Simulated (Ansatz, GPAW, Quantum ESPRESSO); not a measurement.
**One calculation of MgB, 3 ways**

```
Mg B
1.0
     2.89515    0.00000    0.00000
     0.00000    2.89515    0.00000
     0.00000    0.00000    2.89515
Mg B
1 1
Direct
  0.00000 0.00000 0.00000
  0.50000 0.50000 0.50000
```

The cell comes from a database or a generator and needn't be the stable form of this composition.

Alike in all runs: task single point; functional PBE; k mesh 9 × 9 × 9; occupations fermi-dirac, width 0.05 eV; no spin polarisation; no spin-orbit coupling. Pressure is positive in compression and, in plane waves, holds the error of the finite cutoff, which Ansatz's Pulay term estimates and takes out.

```json
{"program and potentials": "Ansatz, Ansatz PAW", "plane-wave cutoff (eV)": "350", "notes": "6.5 valence electrons an atom on average; Pulay term of +0.58 GPa included", "pressure (GPa)": "0.20"}
{"program and potentials": "Quantum ESPRESSO, SSSP 1.3 efficiency PBE", "plane-wave cutoff (eV)": "748", "notes": "2.5 valence electrons an atom on average", "pressure (GPa)": "-0.15"}
{"program and potentials": "GPAW, GPAW PAW data sets (gpaw-data 1.2.1)", "plane-wave cutoff (eV)": "800", "notes": "6.5 valence electrons an atom on average", "pressure (GPa)": "-0.07"}
```

The pressure spans -0.15 (Quantum ESPRESSO, SSSP 1.3 efficiency PBE) to 0.20 GPa (Ansatz, Ansatz PAW).

The functional is the same throughout but for its coding, so the spread measures potentials, basis and numerics; runs on potential files found faulty are left out.
